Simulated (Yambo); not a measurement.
Convergence of the G0W0 gap of SrHI

G0W0@PBEsol for SrHI (space group P4/nmm, No. 129) in Yambo. Reference settings: 2×2×1 Γ-centred k mesh, 230 bands and a 7 Ry block in the screening, 230 bands in G with the Bruneval-Gonze terminator, plasmon pole fitted at 27.2 eV. The PBEsol gap X → M on this mesh is 3.45 eV; G0W0 gaps are taken between the same points.

| change from the reference | G0W0 gap X → M (eV) | shift of the valence edge (eV) | rough Yambo cost |
|---|---|---|---|
| reference settings | 4.98 | -1.00 | 1 |
| 81 bands in W, 81 bands in G | 4.95 | -0.70 | about 1/2 |
| 81 bands in G | 4.97 | -0.92 | – |
| 145 bands in W, 145 bands in G | 4.96 | -0.90 | within a factor of two |
| 145 bands in G | 4.97 | -0.98 | – |
| 102 bands in W | 4.95 | -0.84 | within a factor of two |
| 1 Ry block | 4.78 | -0.49 | within a factor of two |
| 3 Ry block | 4.68 | -0.70 | within a factor of two |
| 6 Ry block | 4.92 | -0.94 | within a factor of two |
| pole fitted at 40 eV | 5.00 | -1.06 | – |
| no random integration | 4.91 | -0.77 | – |
| 81 bands in G, no terminator | 4.91 | -0.53 | – |
| 145 bands in G, no terminator | 4.95 | -0.80 | – |
| no terminator | 4.97 | -0.92 | – |

The reference isn't shown to be the converged limit. Costs are rough (shared machines), scaled to the same edge states, and given only for runs that recompute the screening. The mesh misses a band edge: along a dense path the PBEsol gap is 2.95 eV against 3.45 eV on the mesh.

Spin-orbit coupling is left out, which matters for elements this heavy: edges can move by tenths of an eV.

Geometry relaxed with PBE+D3(BJ); primitive cell a = b = 4.291 Å, c = 8.190 Å, α = β = γ = 90.00°.

A shift is the quasiparticle energy of the state minus its PBEsol energy.
